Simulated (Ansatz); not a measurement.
The following input was run with Ansatz 0.2.0.

```yaml
crystal:
  lattice:
    - [6.2273640003, 0.0, 0.0]
    - [0.0, 3.875383, 0.0]
    - [-0.0001327687, 0.0, 7.4248739991]
  atoms:
    - { symbol: Ta, position: [0.002232, 0.0, 0.000283] }
    - { symbol: Ta, position: [0.002759, 0.0, 0.50068] }
    - { symbol: Ta, position: [0.534189, 0.0, 0.250328] }
    - { symbol: Ta, position: [0.470802, 0.0, 0.750313] }
    - { symbol: O, position: [0.008574, 0.5, 0.001155] }
    - { symbol: O, position: [0.008883, 0.5, 0.499089] }
    - { symbol: O, position: [0.56989, 0.5, 0.250488] }
    - { symbol: O, position: [0.441352, 0.5, 0.750515] }
    - { symbol: O, position: [0.318765, 0.0, 0.063494] }
    - { symbol: O, position: [0.880461, 0.0, 0.250437] }
    - { symbol: O, position: [0.695155, 0.0, 0.568296] }
    - { symbol: O, position: [0.320253, 0.0, 0.438689] }
    - { symbol: O, position: [0.127957, 0.0, 0.750441] }
    - { symbol: O, position: [0.693729, 0.0, 0.933793] }
basis:
  ecutwfc: 420
kpoints:
  mp_grid: { grid: [6, 8, 4] }
hamiltonian:
  xc: pbesol
scf:
  occupations: { method: gaussian, width: 0.02 }
output:
  forces: true
  stress: true
  eigenvalues: true
  populations: true
```

Run as
```bash
ansatz run input.yaml --threads 4 --pin off --max-ram 10240MiB --backend cpu --events-out ev --progress --plain --runs-dir out
```

The calculation used Ansatz 0.2.0, DFT PBEsol, scalar-relativistic, plane waves, PAW.

Abridged output:

```
Pseudopotentials: kind: paw
Pseudopotential: Ta, paw, valence charge 13, recommended cutoff 420 eV (normal)
Pseudopotential: O, paw, valence charge 6, recommended cutoff 420 eV (normal)
Functional definition: PBEsol
Crystal: 14 atoms, lattice volume = 179.188 Å³
Basis set: ecut = 420 eV, 3509 PW (Γ), exchange–correlation on 90×54×100 points (8 copies of the dense FFT grid, shifted against one another)
Bands: 70, of which v1, the nominal top of the filled ones, is band 56 counted from 1 (55 counted from 0)
Symmetry: 2 space group operations
Space group: Pm (ITA 6), of the structure as read, at distance tolerance 5.6e-5 Å
k-points: 70 of 192 (time reversal used)
Initial density: superposition of atomic densities (neutral atoms: chi_scale 0, normalization atom), corrected by the library's trained network
Initial wavefunctions: pseudopotential atomic-orbital guess
Functional: x = pbesol(κ = 0.804, μ = 0.12345679), c = pbesol(β = 0.046)
SCF iter   1: F=—  HF=-44848.684573 eV  |F-HF|=—  |Δ(HF+E_count)|=         —  Δρ=1.86e-2  dr2=5.38e-1  ethr=1.77e-3  ⟨swp⟩=5.8  Hψ=18541  notcnv=0  defer=120
SCF iter   2: F=—  HF=-44848.569382 eV  |F-HF|=—  |Δ(HF+E_count)|=   1.15e-1  Δρ=4.97e-3  dr2=3.66e-2  ethr=4.80e-4  ⟨swp⟩=2.0  Hψ=8372  notcnv=0  defer=474
SCF iter   3: F=—  HF=-44848.562922 eV  |F-HF|=—  |Δ(HF+E_count)|=   6.46e-3  Δρ=1.69e-3  dr2=5.22e-3  ethr=3.27e-5  ⟨swp⟩=2.0  Hψ=7206  notcnv=0  defer=474
SCF iter   4: F=—  HF=-44848.562865 eV  |F-HF|=—  |Δ(HF+E_count)|=   5.71e-5  Δρ=8.88e-4  dr2=1.35e-3  ethr=4.66e-6  ⟨swp⟩=2.6  Hψ=8119  notcnv=0  defer=474
SCF iter   5: F=—  HF=-44848.562663 eV  |F-HF|=—  |Δ(HF+E_count)|=   2.02e-4  Δρ=2.27e-4  dr2=1.10e-4  ethr=1.20e-6  ⟨swp⟩=2.0  Hψ=7218  notcnv=0  defer=474
SCF iter   6: F=—  HF=-44848.562711 eV  |F-HF|=—  |Δ(HF+E_count)|=   4.82e-5  Δρ=9.21e-5  dr2=1.72e-5  ethr=9.86e-8  ⟨swp⟩=2.0  Hψ=6855  notcnv=0  defer=474
SCF iter   7: F=—  HF=-44848.562253 eV  |F-HF|=—  |Δ(HF+E_count)|=   4.58e-4  Δρ=5.57e-5  dr2=5.65e-6  ethr=1.54e-8  ⟨swp⟩=2.0  Hψ=7618  notcnv=0  defer=474
SCF iter   8: F=—  HF=-44848.562253 eV  |F-HF|=—  |Δ(HF+E_count)|=   6.23e-7  Δρ=1.79e-5  dr2=5.89e-7  ethr=5.04e-9  ⟨swp⟩=2.0  Hψ=7158  notcnv=0  defer=474
SCF iter   9: F=-44848.562254 eV  HF=-44848.562254 eV  |F-HF|=4.90e-8  |Δ(HF+E_count)|=   3.76e-7  Δρ=4.65e-6  dr2=5.66e-8  ethr=8.93e-11  ⟨swp⟩=11.2  Hψ=20158  notcnv=0
SCF 1 converged in 9 iterations: F = -44848.562254 eV  dr2 = 5.66e-8
SCF converged after 9 iterations
Free energy (F): -44848.562254 eV
Harris-Foulkes:  -44848.562254 eV  (|F-HF|=4.90e-8)
Internal energy: -44848.562254 eV  (E = F + TS)
E sigma→0 (E₀):  -44848.562254 eV
Fermi energy:    9.124479 eV
--- Per-component energies (eV) ---
  E_band       = -982.163166
  E_kinetic    = 3185.756179
  E_local      = -7440.083697  (includes V_loc(G=0)·N_el)
  E_nonlocal   = 549.005992
  E_hartree    = 2638.112853
  E_xc         = -1585.840040
  E_vxc        = -1735.939874  (∫ρ·V_xc dr)
  E_paw        = -34613.302171  (= ΣΔE_a)
  E_vpaw       = -817.157039  (= ΣTr[D̂ρ^β])
  E_aug_tail   = 0.024598  (compensation charges beyond the density's cutoff)
  E_ewald      = -7583.443433
  E_core_change = 1.207465  (= ΣΔE_core)
  E_smearing   =  0.000000  (= −TS)
--- Forces (eV/Å), atoms counted from 1 ---
  atom   1  Ta     0.02849530     0.00000000    -0.00974409
  atom   2  Ta     0.02716674     0.00000000     0.00860098
  atom   3  Ta    -0.11552138     0.00000000    -0.00544637
  atom   4  Ta     0.10338762     0.00000000    -0.01156854
  atom   5  O     -0.02644450     0.00000000     0.02713196
  atom   6  O     -0.00778538     0.00000000    -0.03858436
  atom   7  O     -0.08383675     0.00000000     0.00322780
  atom   8  O      0.00683239     0.00000000     0.00438633
  atom   9  O      0.03378440     0.00000000     0.14003575
  atom  10  O     -0.04648441     0.00000000     0.00325918
  atom  11  O      0.01618421     0.00000000     0.10648386
  atom  12  O      0.02759521     0.00000000    -0.13333038
  atom  13  O      0.01430904     0.00000000     0.00438755
  atom  14  O      0.02231261     0.00000000    -0.09884458
--- Stress (GPa, compression-positive) ---
       -7.252632       0.000000       0.008658
        0.000000      -7.261913       0.000000
        0.008658       0.000000      -6.266294
  P = ⅓ Tr σ = -6.9269 GPa (-69.269 kbar)
--- Band table (eV; the first three rows and the last of 70) ---
  k-point 0: bands = ["-59.9753", "-59.9300", "-59.6572", "-59.6553", "-26.5968", "-26.5755", "-26.5080", "-26.4979", "-26.3666", "-26.3585", "-26.3138", "-26.2971", "-26.2582", "-26.2307", "-26.0695", "-26.0639", "-10.3032", "-9.3681", "-9.2646", "-9.0872", "-8.9075", "-8.7670", "-8.7313", "-8.7065", "-8.5888", "-8.4112", "1.5300", "2.1398", "2.8128", "3.0200", "3.0827", "4.1388", "4.5240", "4.5457", "4.6571", "5.1268", "5.1416", "5.2013", "5.3761", "5.5728", "5.7853", "5.8612", "5.9630", "6.3234", "6.5373", "6.5836", "6.6669", "6.7524", "6.8042", "6.9211", "6.9963", "7.0432", "7.3336", "7.3808", "7.4050", "7.4886", "10.0974", "10.7114", "10.9421", "11.3228", "11.3789", "11.5986", "11.6913" ...
  k-point 1: bands = ["-59.9753", "-59.9300", "-59.6569", "-59.6556", "-26.5877", "-26.5646", "-26.5224", "-26.5050", "-26.3666", "-26.3409", "-26.3138", "-26.2900", "-26.2628", "-26.2504", "-26.0687", "-26.0648", "-10.1754", "-9.4805", "-9.2881", "-9.0157", "-8.9095", "-8.8060", "-8.7620", "-8.7272", "-8.5628", "-8.4390", "1.7790", "2.2582", "2.8166", "3.0317", "3.1843", "3.5335", "4.4480", "4.6169", "4.7265", "5.1082", "5.1346", "5.2412", "5.3730", "5.5723", "5.6914", "5.9681", "6.1159", "6.3532", "6.5390", "6.5666", "6.5987", "6.6992", "6.7102", "6.8835", "7.0258", "7.1154", "7.2971", "7.3007", "7.3548", "7.3721", "10.2200", "10.7916", "10.9430", "11.4853", "11.5557", "11.6310", "11.7836" ...
  k-point 2: bands = ["-59.9753", "-59.9300", "-59.6565", "-59.6559", "-26.5698", "-26.5569", "-26.5332", "-26.5212", "-26.3665", "-26.3139", "-26.2969", "-26.2964", "-26.2758", "-26.2745", "-26.0669", "-26.0665", "-9.8681", "-9.8329", "-9.1004", "-9.0900", "-8.9345", "-8.8746", "-8.7489", "-8.7459", "-8.5035", "-8.4982", "2.2694", "2.3410", "2.8600", "2.9016", "3.0565", "3.1342", "4.7270", "4.8546", "4.8559", "4.8587", "4.9252", "4.9571", "5.4123", "5.4401", "5.8698", "5.8996", "6.4112", "6.4224", "6.4521", "6.4596", "6.5413", "6.5503", "6.7745", "6.8013", "7.1202", "7.1312", "7.2070", "7.2465", "7.3196", "7.3417", "10.4957", "10.5040", "11.4003", "11.4260", "11.6837", "11.7415", "11.7652", ...
  k-point 69: bands = ["-59.9747", "-59.9294", "-59.6560", "-59.6554", "-26.5724", "-26.5451", "-26.5317", "-26.5038", "-26.4783", "-26.4248", "-26.2915", "-26.2908", "-26.2751", "-26.2745", "-26.1823", "-26.1819", "-9.4404", "-9.4246", "-9.0999", "-9.0772", "-8.7955", "-8.7913", "-7.5972", "-7.5750", "-7.3055", "-7.3031", "2.3354", "2.4212", "2.4747", "2.4784", "2.5309", "2.6338", "3.0267", "3.0599", "3.4463", "3.4666", "3.5279", "3.5485", "3.5625", "3.5847", "4.3488", "4.4177", "5.0860", "5.1234", "5.2229", "5.3539", "5.3978", "5.4140", "6.4584", "6.5488", "6.9720", "6.9861", "7.4526", "7.4555", "7.8471", "7.8628", "11.3061", "11.4356", "12.8878", "12.9767", "13.3603", "13.3748", "13.4668" ...
--- Löwdin populations: 14 sites ---
  site symbol q [e]
     0     Ta     11.2742
     1     Ta     11.2744
     2     Ta     11.2587
     3     Ta     11.2524
     4      O      6.6409
     5      O      6.6409
     6      O      6.6420
     7      O      6.6346
     8      O      6.6410
     9      O      6.6563
    10      O      6.6340
    11      O      6.6429
    12      O      6.6551
    13      O      6.6361
  spilling = 0.004612 (of n_electrons = 112.000000)
```

The run converged.

Time: 17 s on 4 threads of Oxide Virtual Turin-like Processor (Zen 5), with other jobs on the host, peak memory 1 GiB.

Spin–orbit coupling is left out, which can shift energies with elements as heavy as these.